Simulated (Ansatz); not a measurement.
GePdS3 in space group C2/m (No. 12; Pearson symbol mS20), r²SCAN (plane waves, PAW; program Ansatz), all energies at zero smearing, with the estimated change up to a 700 eV cutoff added, with one set of potentials and settings (totals compare only within such a set). Cell of 10 atoms (2 Ge, 2 Pd, 6 S): -28016.585 eV.

```csv
element,reference phase,E (eV/atom)
Ge,"Fd-3m, 2 atoms in the cell",-4302.9041
Pd,"Fm-3m, 1 atoms in the cell",-6985.7456
S,"P2/c, 32 atoms in the cell",-905.8156
```

Formation energy per atom, worked out: (-28016.585 − 2×(-4302.9041) − 2×(-6985.7456) − 6×(-905.8156))/10 = -0.439 eV/atom (-42 kJ per mol of atoms), at 0 K, without zero-point energy or fitted corrections.

The workflow started from a Materials Project entry (that database holds measured and hypothetical structures alike); the Crystallography Open Database copy checked does not list it. Whether it is the stable phase at ambient conditions was not checked. The cell was relaxed with r²SCAN under the symmetry of its start; whether a distortion lowers the energy is not shown. No spin polarisation was allowed. A crystal of weakly bound chains computed without a dispersion correction: the cell and the soft elastic constants depend strongly on that. The references are the lowest solids computed at this level, not always the standard phases.

Potentials: the later of the program's two PAW sets.
